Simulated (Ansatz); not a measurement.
Axial (c/a) deformation path in Ru

Level of theory: Ansatz, DFT PBE, scalar-relativistic, plane waves, PAW. Cutoff 300 eV, Γ-centred 12×12×6 k-points, Gaussian smearing of 0.15 eV. The mesh is coarse. The cutoff lies under the one recommended for these potentials. No spin polarisation. Energies are free energies at this smearing, counted from the undisturbed cell; pressure is positive in compression.

Zero of the scan (as given, not relaxed at this level; it stands at 3.8 GPa):

```xyz
2
Lattice="2.7058 0.0000 0.0000 -1.3529 2.3433 0.0000 0.0000 0.0000 4.2819" Properties=species:S:1:pos:R:3 pbc="T T T"
Ru    0.0000    1.5622    1.0705
Ru    1.3529    0.7811    3.2114
```

At fixed volume and fractional coordinates, lengths along (0.000, 0.000, 1.000) are scaled against those across it; ρ is that ratio over its starting value. The cell is metallic on the mesh throughout.

ρ, ΔE (meV/atom) and a bar:
```
    0.800      539.9 ###################
    0.850      314.1 ###########
    0.920       93.3 ###
    0.960       25.0 #
    1.000        0.0
    1.050       32.1 #
    1.100      130.8 #####
    1.200      458.1 ################
    1.300      860.7 ##############################
```

Cost: 9 runs of about 0.23 core-minutes in all, on Intel Xeon Processor @ 2.70GHz (shared hosts).